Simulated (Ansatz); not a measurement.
A distorted cell of Nb (bcc, W type):

```xyz
2
Lattice="-3.3096 3.3096 3.3096 1.6548 -1.6548 1.6548 1.6548 1.6548 -1.6548" Properties=species:S:1:pos:R:3 pbc="T T T"
Nb     0.0000     0.0000     0.0000
Nb    -1.7354     1.5742     1.6548
```

Level of theory: PBE (plane waves to 420 eV, PAW, scalar-relativistic; Ansatz, a first-principles code). k mesh 8×16×16 (Γ-centred), Fermi-Dirac smearing 0.05 eV. Energies are smeared free energies. Compression counts positive. With partly filled bands, energies and forces of such displacements shift with the k mesh and the smearing. On this mesh the relaxed cell isn't quite at rest: it carries a pressure of -0.1 GPa (compression positive) at the zero of the scan. Nb is run without spin polarisation. Nb was relaxed with its symmetry unable to fall. The PAW data are Ansatz's earlier set.

Q: What forces act on the atoms (eV/Å, Cartesian)?

A: 
```
atom      Fx      Fy      Fz
----  ------  ------  ------
Nb1   -0.389  -0.354  -0.100
Nb2    0.389   0.354   0.100
```

Q: In it atom 2 sits (-0.081, -0.081, 0.000) Å away from its relaxed site. What is its energy relative to the relaxed cell?

A: 30 meV/cell.

(For displaced atoms, the force is minus the slope of the energy, and its curvature is a force constant, which sets phonon frequencies.)
